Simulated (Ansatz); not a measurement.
**Be: from a starting cell to a relaxed one**

The start is a generated cell, Be placed in the bcc structure type. The structure is fully relaxed (lattice and positions, P = 0) with PBEsol (plane waves to 420 eV, PAW, scalar-relativistic; Ansatz, a first-principles code). First-step values are on the input's coarse k-mesh.

Ansatz input (later rounds restart from its end on a renewed k-mesh):
Ansatz 0.2 input:
```yaml
crystal:
  lattice:
    - [-1.267668, 1.267668, 1.267668]
    - [1.267668, -1.267668, 1.267668]
    - [1.267668, 1.267668, -1.267668]
  atoms:
    - { symbol: Be, position: [0, 0, 0] }
basis: { ecutwfc: 420, ecutrho_ratio: 4, xc_grid: 2, fft_grid_basis: typed }
kpoints: { mp_grid: { grid: [18, 18, 18] } }
hamiltonian:
  xc: pbesol
  dispersion: none
  pseudopotentials: { azcp: { folder: ./paw }, kind: paw }
scf: { occupations: { method: fermi_dirac, width: 0.05 } }
relax: { f_tol: 0.01, max_steps: 100, cell: { stress_tol: 0.02 } }
output: { forces: true, stress: true }
```

Question: How large is the pressure on the unrelaxed cell, and of which sign?

Answer: -5.9 GPa (negative: the cell is under tension).

Question: By how much does the energy per atom fall from start to end?

Answer: 0.01 eV/atom.

Question: How does the volume change?

Answer: -5.0 %, from 8.15 to 7.74 Å³/atom.

Question: How do the shortest distances between atoms change?

Answer: The closest pairs of elements (up to four, under 3.6 Å), start → end: Be–Be 2.20 → 2.16 Å.

Question: Is the relaxed structure metallic? Give its gap.

Answer: No gap (metallic).

The space group stays Im-3m (No. 229) (the run could not lower it); the end is bcc (W type), with 1 atom in the primitive cell. Final values are on a 26×26×26 k-mesh of the relaxed cell. No spin polarisation in the result.

The run could not lose the symmetry of its start, so the end can be a saddle point.

The relaxed structure here is a generated cell of Be: the first start was made by placing the elements on the sites of a structure type, and the end was not matched to a known phase here, so it may be hypothetical. Known forms of Be include space group No. 194.
